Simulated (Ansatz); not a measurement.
The relaxed structure here is a generated cell of TaSi2: the first start was made by placing the elements on the sites of a structure type, and the end was not matched to a known phase here, so it may be hypothetical. Known forms of TaSi2 include space group No. 181.

One stationary structure of TaSi2. Space group P-3m1 (No. 164). All values below come from r2SCAN (plane waves to 500 eV, PAW, scalar-relativistic; Ansatz, a first-principles code).

```cif
data_Si2Ta
_chemical_formula_sum 'Ta1 Si2'
_space_group_name_H-M_alt 'P-3m1'
_space_group_IT_number 164
_space_group_name_Hall '-P 3 2"'
_cell_length_a 2.93255
_cell_length_b 2.93255
_cell_length_c 6.13506
_cell_angle_alpha 90.000
_cell_angle_beta 90.000
_cell_angle_gamma 120.000
loop_
_atom_site_label
_atom_site_type_symbol
_atom_site_symmetry_multiplicity
_atom_site_Wyckoff_symbol
_atom_site_fract_x
_atom_site_fract_y
_atom_site_fract_z
_atom_site_occupancy
Ta1 Ta 1 a 0.00000 0.00000 0.00000 1
Si1 Si 2 d 0.66667 0.33333 0.34105 1
```

```json
{
  "volume_per_atom": "15.23 Å³",
  "band_gap": "no gap (metallic)",
  "shortest_distances": "Si–Si 2.58 Å; Si–Ta 2.69 Å; Ta–Ta 2.93 Å",
  "k-mesh": "18×18×8"
}
```

Band energies at high-symmetry points (eV from the Fermi level; labels of this space group; no spin-orbit coupling), from −5 eV up to 4.2 eV:

| point | energies |
|---|---|
| Γ | -2.36 0.32 0.32 3.07 3.07 3.78 |
| M | -3.91 -3.48 -1.09 0.09 0.90 2.16 3.15 |
| K | -4.75 -4.75 -1.49 -1.49 -1.08 1.84 |
| A | -4.73 -3.90 0.33 0.33 2.98 2.98 3.36 |
| L | -4.82 -3.41 -2.66 0.32 2.50 |
| H | -4.78 -4.03 -4.03 -3.49 -1.46 -1.46 1.84 1.84 |

No spin polarisation in the result. The relaxed primitive cell holds an odd number of electrons. A magnetic state may lie lower.

The run could not lose the symmetry of its start, so the end can be a saddle point.
